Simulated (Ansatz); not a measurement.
Consider the following.

GaP (zinc blende)

```
GaP
1.0
    0.00000     2.75322     2.75322
    2.75322     0.00000     2.75322
    2.75322     2.75322     0.00000
P Ga
1 1
Direct
  0.75000   0.75000   0.75000
  0.00000   0.00000   0.00000
```

The volume is varied about the relaxed value V₀ at fixed cell shape. Symmetry pins the atoms to their sites.

These are PBE (plane waves to 420 eV, PAW, scalar-relativistic; Ansatz, a first-principles code) values and carry that method's errors. k mesh 10×10×10 (Γ-centred), Fermi-Dirac smearing 0.05 eV. Energies are smeared free energies. Stress and pressure are positive under compression. GaP was relaxed with its symmetry unable to fall. The PAW data are Ansatz's earlier set. ΔE is measured from the relaxed starting cell.

The scan covers V/V₀ from 0.940 to 1.060 in 11 points.

Question: What bulk modulus B₀ follows from a third-order Birch-Murnaghan fit?

Answer: 76.7 GPa.

Question: What is the fitted pressure derivative B₀′?

Answer: 4.5.

(A scan under strain: stresses follow from slopes of the energy per volume, elastic moduli from its curvatures.)
